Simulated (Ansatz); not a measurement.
NaHO:
```
CELL_PARAMETERS angstrom
      1.70220    -5.44436     0.00000
      1.70220     5.44436     0.00000
      0.00000     0.00000     3.37060
ATOMIC_POSITIONS crystal
  Na 0.34056 0.65944 0.75000
  Na 0.65944 0.34056 0.25000
  H  0.03977 0.96023 0.75000
  H  0.96023 0.03977 0.25000
  O  0.87077 0.12923 0.25000
  O  0.12923 0.87077 0.75000
```

Relaxed with PBEsol. Special points in fractions of this cell's reciprocal vectors: Γ (0.000, 0.000, 0.000); Y (-0.500, 0.500, 0.000); C0 (-0.274, 0.726, 0.000); Σ0 (0.274, 0.274, 0.000); Z (0.000, 0.000, 0.500); A0 (0.274, 0.274, 0.500); E0 (-0.274, 0.726, 0.500); T (-0.500, 0.500, 0.500); S (0.000, 0.500, 0.000); R (0.000, 0.500, 0.500).

Q: List the band energies nearest the valence-band maximum at these points for the program Ansatz at the PBEsol level (PAW).

A: In eV from the valence-band maximum; about four levels below and three above (degenerate sets whole), none deeper than 8.9 eV; points with the same levels are listed once.

```tsv
k	below	above
Γ	-0.49 -0.30 -0.23 0.00	2.99 8.59 8.76
Y	-0.46 -0.35 -0.16 -0.06	4.20 6.45 10.02
C0	-1.90 -1.28 -0.39 -0.10	6.00 7.11 8.74
Z	-1.74 -1.74 -0.25 -0.25	6.66 6.66 9.64 9.64
A0	-1.37 -1.37 -1.03 -1.03	8.43 8.43 8.50 8.50
T	-1.41 -1.41 -0.25 -0.25	6.35 6.35 9.58 9.58
S	-1.91 -1.34 -0.40 -0.09	6.20 6.72 9.12
R	-1.40 -1.40 -1.04 -1.04	8.37 8.37 8.62 8.62
```

Space group Cmcm. The workflow started from a Materials Project entry (that database holds measured and hypothetical structures alike); the Crystallography Open Database copy checked does not list it. COD files the formula under space group No. 11. Its standing as an ambient phase is unchecked. The cell was relaxed with PBEsol under the symmetry of its start; its stability against distortions is not shown here.

Potentials: the later of the program's two PAW sets.
